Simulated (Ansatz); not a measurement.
**KI: an elastic constant from a strain scan**

Level of theory: Ansatz, DFT PBE, scalar-relativistic, plane waves, PAW. Settings: plane waves to 420 eV, k-mesh 6×6×6 (Γ-centred), Gaussian smearing 0.05 eV. No spin polarisation. Energies are free energies at this smearing, counted from the undisturbed cell; pressure is positive in compression.

The undisturbed cell (as given, not relaxed at this level; it stands at 0.7 GPa):

```
K I
1.0
     0.00000    3.52455    3.52455
     3.52455    0.00000    3.52455
     3.52455    3.52455    0.00000
K I
1 1
Direct
  0.00000 0.00000 0.00000
  0.50000 0.50000 0.50000
```

The cell is strained by ε times the Voigt pattern (0, 0, 0, 0, 1, 0) (xx, yy, zz, yz, xz, xy; engineering shear) with fractional coordinates fixed. The cell holds 2 atoms in V0 = 87.57 Å³. The stress column is τ = (1/V0) dE/dε, got from the stress tensor σ (compression positive) at each point as −det(1 + εP) σ : P(1 + εP)⁻¹, with P the pattern as a tensor.

```
      ε  ΔE (meV/atom)  τ (GPa)
-0.0175          0.161   -0.068
-0.0150          0.118   -0.058
-0.0125          0.082   -0.049
-0.0100          0.052   -0.039
-0.0075          0.029   -0.029
-0.0050          0.012   -0.019
-0.0025          0.003   -0.010
 0.0000          0.000    0.000
 0.0025          0.003    0.010
 0.0050          0.012    0.019
 0.0075          0.029    0.029
 0.0100          0.052    0.039
 0.0125          0.082    0.049
 0.0150          0.118    0.058
 0.0175          0.161    0.068
 0.0200              ?        ?
```

Task: Which combination of elastic constants does this scan measure, and how large is it?

Result: For small ε, τ = τ0 + Kε with K = pᵀCp, which for this pattern is C44 in the cubic axes. The parabola through τ at ε = -0.0025, 0 and 0.0025 has slope K = 3.9 GPa at zero. The energies per cell, E = NΔE, of the wider pair ε = ±0.0175 give K = 2[E(ε₊)/ε₊ − E(ε₋)/ε₋]/[(ε₊ − ε₋)V0] = 3.9 GPa, in agreement. The start is under stress, which shifts K from the elastic constant by about the size of that stress.

Task: Predict the withheld row at ε = 0.0200 from the harmonic law, and compare.

Result: ΔE = V0(τ0 ε + Kε²/2)/N = 0.212 meV/atom and τ = 0.08 GPa. The calculation gives 0.212 meV/atom and 0.08 GPa, a miss of 0.01 meV/atom at most, so the harmonic law still holds here.